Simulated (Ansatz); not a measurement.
KMgF₃: the gap under strain

KMgF₃, Pm-3m, a = 3.991 Å. The structure is a Materials Project entry; whether it is the stable form wasn't checked. Ansatz: PBEsol, PAW, 420 eV, Γ-centred 6×6×6 mesh on 5 atoms, Gaussian smearing 0.02 eV; no spin polarisation. Series: biaxial strain in the a-b plane, c and atoms relaxed; x is the strain in per cent. The gap is sought over the whole zone. Symmetry holds the atoms on their sites, so the polar shifts and tilts of such a perovskite can't set in.

```
x (%) gap y (eV)
 -4.5           ?
 -3.0       7.391
 -1.5       7.258
  0.0       7.116
  1.5       6.955
  3.0       6.796
  4.5       6.641
```

Problem. Fit y = E0 + c1 x + c2 x² to the other rows, give the deformation potential for this strain, and predict the missing gap.

Solution. Least squares on the rows shown. y = 7.1103 − 0.098776 x − 0.0014127 x². The deformation potential is 100 c1 = -9.88 eV per unit strain. At x = -4.5 the fit asked for gives 7.526 eV. The run gave 7.515 eV, so the fit is 0.011 eV too high, 1.3 % of the span of the series, against an rms of 0.004 eV on the fitted rows. The row lies outside the fitted range. With a term in x³ added, a fit to the same known rows predicts 7.496 eV, which misses by about as much or more on the other side: the known rows don't fix the higher terms.

Semilocal functionals give gaps under the measured ones; changes of the gap mostly carry over better.